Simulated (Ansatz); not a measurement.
# TiC: strain and displacement

```
CELL_PARAMETERS angstrom
0.00000 2.16400 2.16400
2.16400 0.00000 2.16400
2.16400 2.16400 0.00000
ATOMIC_POSITIONS crystal
Ti 0.00000 0.00000 0.00000
C 0.50000 0.50000 0.50000
```

Atom numbers follow the list: Ti1, C2.

The cell comes from COD entry 9012564, which wasn't checked; take it as a given geometry.

Level of theory: Ansatz 0.2.0, DFT, PBEsol, PAW with Ansatz's default frozen-core files, scalar-relativistic.

Numerical set-up: a Γ-centred 16×16×16 k mesh, Fermi–Dirac smearing of 0.03 eV, cutoff 420 eV, no spin polarisation; the PAW files were made with PBE, and the program remakes their frozen cores for this functional.

The unchanged cell is at -6.16 GPa.

In a metal, stresses and small energies carry noise from the k mesh.

x, y and z are the Cartesian axes of the cell as listed; fractional coordinates follow a strain, and an engineering shear is twice the off-diagonal strain component.

With equal xy, yz and zx engineering shear strains of -2 %: energy change +5.8 meV/atom; stress change (xx, yy, zz, yz, xz, xy) 0.09, 0.09, 0.09, 3.13, 3.13, 3.13 GPa, compression positive.

(1) With this change (equal xy, yz and zx engineering shear strains of +1 %), what becomes of the energy and stress?

(2) With this change (equal xy, yz and zx engineering shear strains of +3 %), what becomes of the energy and stress?

(3) With this change (equal xy, yz and zx engineering shear strains of -3 %), what becomes of the energy and stress?

(4) With this change (equal xy, yz and zx engineering shear strains of -1 %), what becomes of the energy and stress?

(5) With this change (equal xy, yz and zx engineering shear strains of +2 %), what becomes of the energy and stress?

## Answers

(1) Energy change +1.5 meV/atom; stress change (xx, yy, zz, yz, xz, xy) 0.02, 0.02, 0.02, -1.62, -1.62, -1.62 GPa, compression positive.

(2) Energy change +14.0 meV/atom; stress change (xx, yy, zz, yz, xz, xy) 0.20, 0.20, 0.20, -5.22, -5.22, -5.22 GPa, compression positive.

(3) Energy change +13.2 meV/atom; stress change (xx, yy, zz, yz, xz, xy) 0.20, 0.20, 0.20, 4.76, 4.76, 4.76 GPa, compression positive.

(4) Energy change +1.4 meV/atom; stress change (xx, yy, zz, yz, xz, xy) 0.02, 0.02, 0.02, 1.53, 1.53, 1.53 GPa, compression positive.

(5) Energy change +6.1 meV/atom; stress change (xx, yy, zz, yz, xz, xy) 0.09, 0.09, 0.09, -3.37, -3.37, -3.37 GPa, compression positive.
